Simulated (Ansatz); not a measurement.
Every step of a relaxation of CsCl AlNi (110), 2 layers

DFT, PBE, PAW with Ansatz's default frozen-core files, scalar-relativistic (Ansatz 0.2.0); a Γ-centred 13×9×1 k mesh, Fermi–Dirac smearing of 0.1 eV, no spin polarisation. The run relaxes the atoms in the fixed cell.

Command: `ansatz run input.yaml --threads 2 --pin off --max-ram 6144MiB --backend cpu --events-out ev --progress --plain --runs-dir out` It took 38 s on 2 threads of Arm Neoverse V1 (shared host), peak memory 0.51 GiB.

```yaml
crystal:
  lattice:
    - [2.893574057, 0.0, 0.0]
    - [0.0, 4.0921316751, 0.0]
    - [0.0, 0.0, 18.0461]
  atoms:
    - { symbol: Ni, position: [0.75, 0.0, 0.4433100272] }
    - { symbol: Al, position: [0.25, 0.5, 0.4433100272] }
    - { symbol: Ni, position: [0.75, 0.5, 0.5566899728] }
    - { symbol: Al, position: [0.25, 0.0, 0.5566899728] }
kpoints:
  mp_grid: { grid: [13, 9, 1] }
scf:
  occupations: { method: fermi_dirac, width: 0.1 }
hamiltonian:
  xc: pbe
  pseudopotentials: { kind: paw }
output:
  forces: true
  stress: true
  eigenvalues: true
relax:
  f_tol: 0.01
  max_steps: 40
efield:
  axis: 3
  amplitude: 0
  dipole_correction: true
```

Each step lists its free energy a cell above the last geometry, and Cartesian positions (Å) with forces (eV/Å).

The first step:

```
step 1  dF = 25.51 meV
  Ni 2.1702 0.0000 8.0000   0.0000 0.0000 0.2749
  Al 0.7234 2.0461 8.0000   0.0000 0.0000 -0.0417
  Ni 2.1702 2.0461 10.0461   0.0000 0.0000 -0.2749
  Al 0.7234 0.0000 10.0461   0.0000 0.0000 0.0417
```

Spin polarisation is left out, though a magnetic state may lie lower.

Question: Where does the relaxation end, and by which steps?

Answer: After 4 geometries, with a shortest distance of 2.482 Å. The further steps:
```
step 2  dF = 9.73 meV
  Ni 2.1702 0.0000 8.0323   0.0000 0.0000 0.1700
  Al 0.7234 2.0461 7.9809   0.0000 0.0000 -0.0296
  Ni 2.1702 2.0461 10.0138   0.0000 0.0000 -0.1701
  Al 0.7234 0.0000 10.0652   0.0000 0.0000 0.0296
step 3  dF = 0.03 meV
  Ni 2.1702 0.0000 8.0838   0.0000 0.0000 -0.0117
  Al 0.7234 2.0461 7.9475   0.0000 0.0000 -0.0116
  Ni 2.1702 2.0461 9.9623   0.0000 0.0000 0.0118
  Al 0.7234 0.0000 10.0986   0.0000 0.0000 0.0115
step 4  dF = 0.00 meV
  Ni 2.1702 0.0000 8.0827   0.0000 0.0000 -0.0011
  Al 0.7234 2.0461 7.9461   0.0000 0.0000 -0.0015
  Ni 2.1702 2.0461 9.9634   0.0000 0.0000 0.0011
  Al 0.7234 0.0000 10.1000   0.0000 0.0000 0.0015
```
